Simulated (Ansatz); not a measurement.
Ca$_{2}$CuO$_{3}$ in space group Immm (No. 71; Ca on 4j, Cu on 2d, O on 4j, O on 2a) at seven volumes, PBEsol (plane waves, PAW; program Ansatz), shape and atoms relaxed at each. One row is withheld.

| V (Å³/atom) | P (GPa) |
|---|---|
| 11.111 | 13.48 |
| 11.477 | 8.26 |
| 11.843 | ? |
| 12.210 | 0.00 |
| 12.576 | -3.26 |
| 12.942 | -6.04 |
| 13.309 | -8.41 |

Task: Fit the shown pressures and predict the withheld one.

Result: P = (3/2)B₀(x^(7/2) − x^(5/2))[1 + (3/4)(B′ − 4)(x − 1)] with x = (V₀/V)^(2/3). Least squares on the six rows gives V₀ = 12.209 Å³/atom, B₀ = 117 GPa, B′ = 4.23. At V = 11.843, x = 1.0205 and P = 3.80 GPa. The run itself gave 3.82 GPa.

The workflow started from an entry of the Crystallography Open Database (COD). Whether it is the stable phase at ambient conditions was not checked. Symmetry was held in the PBEsol relaxation; its stability against distortions is not shown here. No spin polarisation was allowed. No Hubbard U is applied.

Potentials: the later of the program's two PAW sets.
